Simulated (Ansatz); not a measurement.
**Al2Cu: do the settings matter for the field gradients?**

Cell: a structure deposited in the COD, whose atoms a relaxation with PBE at fixed cell left in place.

Space group I4/mcm (No. 140); a = 6.0670, c = 4.8770 Å.

| site | Wyckoff | site symmetry | x | y | z |
| --- | --- | --- | --- | --- | --- |
| Al | 8h | m.2m | 0.1581 | 0.6581 | 0.5000 |
| Cu | 4a | 422 | 0.0000 | 0.0000 | 0.7500 |

One atom of each set is listed; the run and its k-mesh use a cell of 6 atoms with edges of 4.93, 4.93, 4.93 Å.

Reference run. Method: Kohn–Sham DFT in Ansatz, PBE, plane waves and PAW (field gradients read without the response of the frozen cores, which leaves them typically 4 to 6 % off), scalar-relativistic, 420 eV cutoff, Γ-centred 7×7×7 k-points, Fermi–Dirac smearing 0.05 eV.

Task: The input is changed as follows: `kpoints.mp_grid.grid`: [7, 7, 7] → [4, 4, 4]. What happens to V_zz (10²¹ V/m²) and η?

Result: 

```json
{"site": "Al", "V_zz reference": "-0.77", "η reference": "0.56", "V_zz changed": "-0.86", "η changed": "0.63"}
{"site": "Cu", "V_zz reference": "-2.79", "η reference": "0.00", "V_zz changed": "-1.44", "η changed": "0.00"}
```

The largest change of V_zz is on Cu, from -2.79 to -1.44. In per cent, |V_zz| changes by -48 on Cu (all sites that start above 2). In the changed run the k-mesh is coarser than the standard one, so its values aren't converged ones.

On the reference run: With no gap above 0.1 eV, as in a metal, the gradients converge slowly in k; expect changes of a tenth or more on a denser mesh.
